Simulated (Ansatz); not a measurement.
Te:
```cif
data_Te3
_chemical_formula_sum 'Te3'
_space_group_name_H-M_alt 'P 1'
_space_group_IT_number 1
_cell_length_a 4.51749
_cell_length_b 4.51749
_cell_length_c 5.92336
_cell_angle_alpha 90.000
_cell_angle_beta 90.000
_cell_angle_gamma 120.000
loop_
_space_group_symop_operation_xyz
  'x, y, z'
loop_
_atom_site_label
_atom_site_type_symbol
_atom_site_fract_x
_atom_site_fract_y
_atom_site_fract_z
_atom_site_occupancy
Te1 Te 0.26069 0.00000 0.33333 1
Te2 Te 0.00000 0.26069 0.66667 1
Te3 Te 0.73931 0.73931 0.00000 1
```

Relaxed with r²SCAN+D4.

Question: Decompose the optical modes at the zone centre into irreducible representations, and say which are infrared and Raman allowed.

Answer: Point group 32: Γ_opt = A1 + A2 + 2E. Infrared: A2, E. Raman: A1, E.

Question: Assign frequencies (DFPT, plane-wave PAW r²SCAN+D4 (Ansatz code)).

Answer: A2 86, E 89, A1 123, E 140 cm⁻¹.

Space group P3_121 (trigonal Se type). The cell was relaxed with r²SCAN+D4 under the symmetry of its start; phonons on a q-mesh show no instability. Scalar-relativistic: spin–orbit coupling is off unless named, which matters more the heavier the elements.

Potentials: the later of the program's two PAW sets.
